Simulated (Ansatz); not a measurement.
Cd5Se2S3 (I-4m2) at 2 levels of theory

One geometry, relaxed with PBE; plane waves with PAW potentials in Ansatz, scalar-relativistic. No spin polarisation. Gaps are the least over mesh and band path; pressure is positive in compression.

```
CELL_PARAMETERS angstrom
-2.13380 2.13380 15.07302
2.13380 -2.13380 15.07302
2.13380 2.13380 -15.07302
ATOMIC_POSITIONS crystal
Cd 0.59596 0.59596 0.00000
Cd 0.20187 0.20187 0.00000
Cd 0.79813 0.79813 0.00000
Cd 0.40404 0.40404 0.00000
Cd 0.00000 0.00000 0.00000
Se 0.85108 0.35108 0.50000
Se 0.64892 0.14892 0.50000
S 0.25000 0.75000 0.50000
S 0.45209 0.95209 0.50000
S 0.04791 0.54791 0.50000
```

```tsv
level	cutoff (eV)	k mesh	gap (eV)	pressure (GPa)
PBE	420	10×10×10	0.76	0.0
```

Question: What comes out on the same cell with r2SCAN?

Answer:
```
 level  cutoff (eV)    k mesh  gap (eV)  pressure (GPa)
r2SCAN          500  10×10×10      1.21            -1.4
```

It was reached by relaxing an invented guess, and it needn't be the stable form of this composition.
